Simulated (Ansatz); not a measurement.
Relaxed-ion elastic tensor of ScPt$_{3}$ (Cu3Au type, Pm-3m) in GPa (Voigt order), LDA (plane waves, PAW; program Ansatz); density 17.35 g/cm³, 15.08 Å³ per atom.

|  | 1 | 2 | 3 | 4 | 5 | 6 |
|---|---|---|---|---|---|---|
| 1 | 359 | 188 | 188 | 0.0 | 0.0 | 0.0 |
| 2 | 188 | 359 | 188 | 0.0 | 0.0 | 0.0 |
| 3 | 188 | 188 | 359 | 0.0 | 0.0 | 0.0 |
| 4 | 0.0 | 0.0 | 0.0 | 140 | 0.0 | 0.0 |
| 5 | 0.0 | 0.0 | 0.0 | 0.0 | 140 | 0.0 |
| 6 | 0.0 | 0.0 | 0.0 | 0.0 | 0.0 | 140 |

Task: Is the crystal mechanically stable?

Result: Yes: the smallest eigenvalue of C is 140 GPa.

Task: Work out the Voigt, Reuss and Hill averages.

Result: K_V = 245, K_R = 245, K_H = 245; G_V = 118, G_R = 111, G_H = 115 GPa.

Task: Give Young's modulus, Poisson's ratio, Pugh's ratio and the universal anisotropy index.

Result: E = 9KG/(3K + G) = 298 GPa; ν = 0.30; K/G = 2.14 (ductile by the Pugh limit of 1.75); A_U = 5G_V/G_R + K_V/K_R − 6 = 0.30.

Task: Estimate the sound speeds and the Debye temperature.

Result: v_l = √((K + 4G/3)/ρ) = 4790 m/s, v_t = √(G/ρ) = 2570 m/s, mean 2870 m/s; Θ = (h/k)(3n/4πV)^(1/3) v_m = 346 K.

Task: Give the Zener ratio and Young's modulus along [100], [110] and [111].

Result: A = 2C44/(C11 − C12) = 1.64; 1/E = S11 − 2(S11 − S12 − S44/2)Γ with Γ = 0, 1/4, 1/3 gives 229, 311, 353 GPa.

Task: Solve the Christoffel equation for the three sound speeds along [100], [110], [111].

Result: Eigenvalues of C_ijkl n_j n_l equal ρv². In km/s, slowest first: [100] 2.84, 2.84, 4.55; [110] 2.22, 2.84, 4.88; [111] 2.44, 2.44, 4.99.

The workflow started from a Materials Project entry (that database holds measured and hypothetical structures alike); the Crystallography Open Database files this formula in space group No. 221, but the cells were not matched. Its standing as an ambient phase is unchecked. The LDA relaxation kept the symmetry of its start; whether a distortion lowers the energy is not shown. The run is not spin-polarised. As this level gives no gap, shear constants depend on the k-mesh and smearing (Fermi–Dirac, 0.1 eV here). Scalar-relativistic: spin–orbit coupling is off unless named, which matters more the heavier the elements.

Potentials: the later of the program's two PAW sets.
